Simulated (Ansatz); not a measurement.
**Question.** Zn (hcp (Mg type), P6_3/mmc) is relaxed with PBEsol in the plane-wave PAW code Ansatz. What lattice parameters of the conventional cell result?

**Answer.** a = 2.588 Å, c = 4.928 Å.

Its a lies over 2 % below tabulated measurements.

The cell keeps a stress of up to 0.3 GPa. The cell was relaxed with PBEsol under the symmetry of its start. Axis ratios of metals converge slowly with the k-mesh, so a and c are less sure than the volume.

Potentials: the later of the program's two PAW sets.
